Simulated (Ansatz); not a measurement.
How the gradients follow the element M in Na4NbGaSi3O12 and its analogues

Method: Kohn–Sham DFT in Ansatz, PBE, plane waves and PAW, scalar-relativistic, 420 eV cutoff. The cells come from the Materials Project (computed, not necessarily observed phases), with the atoms as given. Calculated pressures reach 2 GPa in size and forces 0.5 eV/Å in them. Spin–orbit coupling is left out. All compounds take space group R3c with the same Wyckoff sites and nearly the same cell shape, and differ in the element M (Ga, Sc, In, Y). Sites are named by their Wyckoff letter. V_zz in 10²¹ V/m².

```json
{"M": "Ga", "compound": "Na4NbGaSi3O12", "source": "MP", "cell edges (Å)": "9.061, 22.201", "first shell of Na on b": "8 O at 2.40–2.93 Å; also 1 O at 3.36 Å", "Na on b: V_zz (η)": "-1.14 (0.50)", "Na on a: V_zz (η)": "-1.24 (0.00)", "M on a: V_zz (η)": "2.27 (0.00)"}
{"M": "Sc", "compound": "Na4ScNbSi3O12", "source": "MP", "cell edges (Å)": "9.217, 22.442", "first shell of Na on b": "8 O at 2.43–3.03 Å; also 1 O at 3.36 Å, 1 Na at 3.37 Å", "Na on b: V_zz (η)": "-0.97 (0.39)", "Na on a: V_zz (η)": "-1.08 (0.00)", "M on a: V_zz (η)": "2.46 (0.00)"}
{"M": "In", "compound": "Na4NbInSi3O12", "source": "MP", "cell edges (Å)": "9.240, 22.487", "first shell of Na on b": "8 O at 2.42–3.01 Å; also 1 O at 3.37 Å", "Na on b: V_zz (η)": "-0.88 (0.39)", "Na on a: V_zz (η)": "-1.05 (0.00)", "M on a: V_zz (η)": "6.17 (0.00)"}
{"M": "Y", "compound": "Na4YNbSi3O12", "source": "MP", "cell edges (Å)": "9.385, 22.817", "first shell of Na on b": "8 O at 2.39–3.06 Å; also 1 O at 3.41 Å, 1 Na at 3.43 Å", "Na on b: V_zz (η)": "?", "Na on a: V_zz (η)": "?", "M on a: V_zz (η)": "?"}
```

Question: Estimate the values withheld for Na4YNbSi3O12.

Answer: Na on b: -0.89 (0.49); Na on a: -1.00 (0.00); Y on a: 8.46 (0.00). As the cell grows from Na4NbGaSi3O12 to Na4YNbSi3O12, |V_zz| mostly falls at Na on b, falls steadily at Na on a, rises steadily at M on a; the element changes along with the cell, so size needn't be the cause.
